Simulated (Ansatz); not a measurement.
Given:

Mg3Sb2 (A-La2O3 type, space group P-3m1)

```
CELL_PARAMETERS angstrom
      4.59592     0.00000     0.00000
     -2.29796     3.98018     0.00000
      0.00000     0.00000     7.27158
ATOMIC_POSITIONS crystal
  Sb 0.33333 0.66667 0.22580
  Sb 0.66667 0.33333 0.77420
  Mg 0.00000 0.00000 0.00000
  Mg 0.33333 0.66667 0.63237
  Mg 0.66667 0.33333 0.36763
```

Equation-of-state scan: isotropic scaling of the cell above, V₀ being its volume. The atoms relax within the cell's symmetry.

Computed with PBE (plane waves to 420 eV, PAW, scalar-relativistic; Ansatz, a quantum-chemistry and plane-wave program). k mesh 12×12×7 (Γ-centred), Fermi-Dirac smearing 0.05 eV. The energy includes the smearing's −TS. Compression counts positive. With the shape held, the modulus is that of even scaling; a crystal free to change shape is softer. Mg3Sb2 was relaxed with its symmetry unable to fall. Spin-orbit coupling is left out, though Sb is heavy. The zero of ΔE is the relaxed starting cell.

The scan covers V/V₀ from 0.840 to 1.160 in 11 points.

What is the fitted pressure derivative B₀′?

4.3.

What bulk modulus at fixed cell shape B₀ follows from a third-order Birch-Murnaghan fit?

41.7 GPa.

(A scan under strain: stresses follow from slopes of the energy per volume, elastic moduli from its curvatures.)
